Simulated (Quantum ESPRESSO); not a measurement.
## Ti6ZrSn (input and log of a self-consistent run)

Simulated, not a measurement. The program is pw.x of Quantum ESPRESSO 7.5 (plane-wave density functional theory). The cell is made up: eight metal atoms on a face-centred cubic lattice, with elements, volume, strain and displacements drawn at random and not relaxed, so it may be unstable or far from any real phase. PseudoDojo standard norm-conserving files set the functional (PBE unless stated); there is no spin polarisation or spin-orbit coupling, the Fermi-Dirac width of 0.25 eV means electrons at about 2900 K, and the masses in the input are unused placeholders. The tin pseudopotential is less sure than most, with forces differing by about three percent from a second method on plain tin. A spin test at this wide smearing found no moment, but such smearing suppresses magnetism that the real alloy may have.

Input:

```
&control calculation='scf', pseudo_dir='./dojo.nc.sr.pbe.v0_5.standard.upf', outdir='./o', disk_io='minimal', tprnfor=.true., tstress=.true. /
&system ibrav=0, nat=8, ntyp=3, nbnd=66, ecutwfc=84.00895049, nosym=.true., tot_charge=0,
 occupations='smearing', smearing='fd', degauss=0.0183746611
/
&electrons conv_thr=1.470e-08, electron_maxstep=70, mixing_beta=0.5 /
ATOMIC_SPECIES
Sn 1.0 Sn.upf
Ti 1.0 Ti.upf
Zr 1.0 Zr.upf
CELL_PARAMETERS angstrom
0.0475 0.0414 -4.156
4.2103 -0.0073 -0.0475
0.0145 -8.5438 0.0827
ATOMIC_POSITIONS angstrom
Ti 0.1311 -0.1097 0.1476
Ti -0.1264 -4.1695 0.2313
Zr 2.2658 -2.1535 0.0907
Ti 2.072 -6.4761 0.1531
Ti -0.0077 -2.233 -1.9264
Ti 0.1903 -6.249 -2.0922
Ti 2.1095 0.1269 -2.097
Sn 2.0107 -4.3422 -1.8371
K_POINTS automatic
6 6 3 1 1 1
```

The log is shortened where brackets say so; the opening notice, blank lines, dates and the lines on written files are dropped, and the path of the files is cut. It prints rydbergs, bohrs and kilobars, and counts compression as positive stress. Its total energy is the free energy E - TS of the whole cell.

```
     Program PWSCF v.7.5
     Parallel version (MPI & OpenMP), running on       4 processor cores
     Number of MPI processes:                 4
     Threads/MPI process:                     1
     [start-up lines left out]
     bravais-lattice index     =            0
     lattice parameter (alat)  =       7.8546  a.u.
     unit-cell volume          =    1008.6417 (a.u.)^3
     number of atoms/cell      =            8
     number of atomic types    =            3
     number of electrons       =        98.00
     number of Kohn-Sham states=           66
     kinetic-energy cutoff     =      84.0090  Ry
     charge density cutoff     =     336.0358  Ry
     scf convergence threshold =      1.5E-08
     mixing beta               =       0.5000
     number of iterations used =            8  plain     mixing
     Exchange-correlation= PBE
                           (   1   4   3   4   0   0   0)
     [axes and pseudopotential details left out]
   Cartesian axes
     site n.     atom                  positions (alat units)
         1        Ti     tau(   1) = (   0.0315411  -0.0263925   0.0355108  )
         2        Ti     tau(   2) = (  -0.0304104  -1.0031330   0.0556481  )
         3        Zr     tau(   3) = (   0.5451250  -0.5181070   0.0218214  )
         4        Ti     tau(   4) = (   0.4984990  -1.5580741   0.0368341  )
         5        Ti     tau(   5) = (  -0.0018525  -0.5372337  -0.4634694  )
         6        Ti     tau(   6) = (   0.0457840  -1.5034365  -0.5033589  )
         7        Ti     tau(   7) = (   0.5075211   0.0305307  -0.5045137  )
         8        Sn     tau(   8) = (   0.4837510  -1.0446826  -0.4419848  )
     number of k points=    54  Fermi-Dirac smearing, width (Ry)=  0.0184
                       cart. coord. in units 2pi/alat
        k(    1) = (   0.0811873  -0.0817496  -0.0832293), wk =   0.0370370
        k(    2) = (   0.0817862   0.2426098  -0.0799914), wk =   0.0370370
     [further k points left out]
     Dense  grid:   104841 G-vectors     FFT dimensions: (  45,  48,  96)
     Estimated max dynamical RAM per process >     349.35 MB
     Estimated total dynamical RAM >       1.29 GB
     Initial potential from superposition of free atoms
     starting charge      97.9866, renormalised to      98.0000
     Starting wfcs are   79 randomized atomic wfcs
     total cpu time spent up to now is       14.0 secs
     per-process dynamical memory:   282.6 Mb
     Self-consistent Calculation
     iteration #  1     ecut=    84.01 Ry     beta= 0.50
     Davidson diagonalization with overlap
     ethr =  1.00E-02,  avg # of iterations =  2.4
     Threshold (ethr) on eigenvalues was too large:
     Diagonalizing with lowered threshold
     Davidson diagonalization with overlap
     ethr =  4.67E-04,  avg # of iterations =  4.9
     total cpu time spent up to now is       77.9 secs
     total energy              =    -970.94160147 Ry
     estimated scf accuracy    <       0.55815576 Ry
     iteration #  2     ecut=    84.01 Ry     beta= 0.50
     Davidson diagonalization with overlap
     ethr =  5.70E-04,  avg # of iterations =  9.4
     total cpu time spent up to now is      119.2 secs
     total energy              =    -969.42702238 Ry
     estimated scf accuracy    <      44.41380387 Ry
     iteration #  3     ecut=    84.01 Ry     beta= 0.50
     Davidson diagonalization with overlap
     ethr =  5.70E-04,  avg # of iterations =  8.1
     total cpu time spent up to now is      156.5 secs
     total energy              =    -971.05854050 Ry
     estimated scf accuracy    <       1.28655726 Ry
     iteration #  4     ecut=    84.01 Ry     beta= 0.50
     Davidson diagonalization with overlap
     ethr =  5.70E-04,  avg # of iterations =  6.4
     total cpu time spent up to now is      195.1 secs
     total energy              =    -971.11639231 Ry
     estimated scf accuracy    <       1.12477011 Ry
     iteration #  5     ecut=    84.01 Ry     beta= 0.50
     Davidson diagonalization with overlap
     ethr =  5.70E-04,  avg # of iterations =  2.0
     total cpu time spent up to now is      219.6 secs
     total energy              =    -971.14684945 Ry
     estimated scf accuracy    <       0.87213280 Ry
     [iterations 6 to 15 left out]
     iteration # 16     ecut=    84.01 Ry     beta= 0.50
     Davidson diagonalization with overlap
     ethr =  2.72E-09,  avg # of iterations =  6.5
     total cpu time spent up to now is      566.6 secs
     total energy              =    -971.19935991 Ry
     estimated scf accuracy    <       0.00002907 Ry
     iteration # 17     ecut=    84.01 Ry     beta= 0.50
     Davidson diagonalization with overlap
     ethr =  2.72E-09,  avg # of iterations =  2.7
     total cpu time spent up to now is      597.5 secs
     total energy              =    -971.19936075 Ry
     estimated scf accuracy    <       0.00000065 Ry
     iteration # 18     ecut=    84.01 Ry     beta= 0.50
     Davidson diagonalization with overlap
     ethr =  6.65E-10,  avg # of iterations =  6.0
     total cpu time spent up to now is      634.5 secs
     total energy              =    -971.19936086 Ry
     estimated scf accuracy    <       0.00000025 Ry
     iteration # 19     ecut=    84.01 Ry     beta= 0.50
     Davidson diagonalization with overlap
     ethr =  2.52E-10,  avg # of iterations =  1.3
     total cpu time spent up to now is      656.7 secs
     total energy              =    -971.19936087 Ry
     estimated scf accuracy    <       0.00000003 Ry
     iteration # 20     ecut=    84.01 Ry     beta= 0.50
     Davidson diagonalization with overlap
     ethr =  2.59E-11,  avg # of iterations =  6.0
     total cpu time spent up to now is      697.6 secs
     End of self-consistent calculation
     [lines on levels left out]
!    total energy              =    -971.19936086 Ry
     estimated scf accuracy    <       0.00000001 Ry
     smearing contrib. (-TS)   =      -0.17778851 Ry
     internal energy E=F+TS    =    -971.02157235 Ry
     The total energy is F=E-TS. E is the sum of the following terms:
     one-electron contribution =    -309.21127410 Ry
     hartree contribution      =     194.95377305 Ry
     xc contribution           =    -169.09977675 Ry
     ewald contribution        =    -687.66429455 Ry
     convergence has been achieved in  20 iterations
     Forces acting on atoms (cartesian axes, Ry/au):
     atom    1 type  2   force =    -0.01930876    0.02544215   -0.01787062
     atom    2 type  2   force =     0.03836871   -0.04160575   -0.01194506
     atom    3 type  3   force =    -0.05777481    0.03384544    0.02002494
     atom    4 type  2   force =     0.01892778    0.00607514   -0.01249853
     atom    5 type  2   force =     0.02073476    0.02269367   -0.00025801
     atom    6 type  2   force =    -0.06537301   -0.05366443    0.02935281
     atom    7 type  2   force =     0.02034565   -0.00933550    0.02135645
     atom    8 type  1   force =     0.04407970    0.01654928   -0.02816199
     Total force =     0.151817     Total SCF correction =     0.000266
     Computing stress (Cartesian axis) and pressure
          total   stress  (Ry/bohr**3)                   (kbar)     P=       28.32
   0.00019123   0.00008996   0.00011266           28.13       13.23       16.57
   0.00008996   0.00025730   0.00011937           13.23       37.85       17.56
   0.00011266   0.00011937   0.00012905           16.57       17.56       18.98
     init_run     :     12.66s CPU     13.53s WALL (       1 calls)
     electrons    :    679.50s CPU    683.75s WALL (       1 calls)
     forces       :      5.46s CPU      5.48s WALL (       1 calls)
     stress       :     18.22s CPU     18.25s WALL (       1 calls)
     [timing details left out]
     PWSCF        :  11m56.34s CPU  12m 1.56s WALL
     JOB DONE.
```

In other units: free energy -13213.840 eV for the cell, pressure 2.83 GPa, largest force component 1.681 eV/Å in size. The run took 724 s of wall time with four MPI processes on a shared machine (AMD EPYC, older, virtual cores), so the time is rough. A rerun of this cell at a higher cutoff and on a denser mesh moved values by no more than 0.002 eV in energy, 0.02 GPa in stress and 0.003 eV/Å in force, and a second program with other atomic files agreed on that cell to 2 % rms in force and 0.5 GPa in pressure.